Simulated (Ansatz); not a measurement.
The start is a generated trial cell of Ni in the beta-W structure type. A full variable-cell relaxation at zero pressure is run with r2SCAN (plane waves to 500 eV, PAW, scalar-relativistic; Ansatz, an electronic-structure program). The first steps use a coarse 7×7×7 k-mesh.

Input geometry:
```yaml
crystal:
  lattice:
    - [4.46429, 0.00000, 0.00000]
    - [0.00000, 4.46429, 0.00000]
    - [0.00000, 0.00000, 4.46429]
  atoms:
    - { symbol: Ni, position: [0.25000, 0.00000, 0.50000] }
    - { symbol: Ni, position: [0.75000, 0.00000, 0.50000] }
    - { symbol: Ni, position: [0.00000, 0.50000, 0.25000] }
    - { symbol: Ni, position: [0.00000, 0.50000, 0.75000] }
    - { symbol: Ni, position: [0.50000, 0.25000, 0.00000] }
    - { symbol: Ni, position: [0.50000, 0.75000, 0.00000] }
    - { symbol: Ni, position: [0.00000, 0.00000, 0.00000] }
    - { symbol: Ni, position: [0.50000, 0.50000, 0.50000] }
```
Spin-polarised start, with parallel moments on Ni.

- Initial pressure: -6.3 GPa (negative: the cell is under tension)
- Outcome: The space group stays Pm-3n (No. 223) (the run could not lower it), with 8 atoms in the primitive magnetic cell
- Energy released: 0.01 eV/atom
- Volume change: -3.2 %, from 11.12 to 10.77 Å³/atom
- Shortest distances (start → end): The closest pairs of elements (up to four, under 3.6 Å), start → end: Ni–Ni 2.23 → 2.21 Å
- Band gap at the end: no gap (metallic)
- Moments at the end: net 0.71 μB/atom, ferromagnetic
- Optimiser moves: 6

It ends as:

Space group Pm-3n (No. 223); a = b = c = 4.416 Å, α = β = γ = 90.00°

```
atom  site  symmetry       x       y       z
----  ----  --------  ------  ------  ------
Ni      6c     -4m.2  0.0000  0.5000  0.2500
Ni      2a      m-3.  0.0000  0.0000  0.0000
```

Final values are on a 11×11×11 k-mesh of the relaxed cell. Spin state reached: ferromagnetic (net 0.71 μB/atom), from parallel starting moments; other spin orders were not run from this start. r2SCAN tends to overstate moments in metals. The program's look for a lower electronic state was skipped, cut short or left open in this run.

The run could not lose the symmetry of its start, so the end can be a saddle point.

All atoms sit on sites fixed by symmetry, so only the cell could relax.

The relaxed structure here is a generated cell of Ni: the first start was made by placing the elements on the sites of a structure type, and the end was not matched to a known phase here, so it may be hypothetical. Known forms of Ni include space group No. 225.
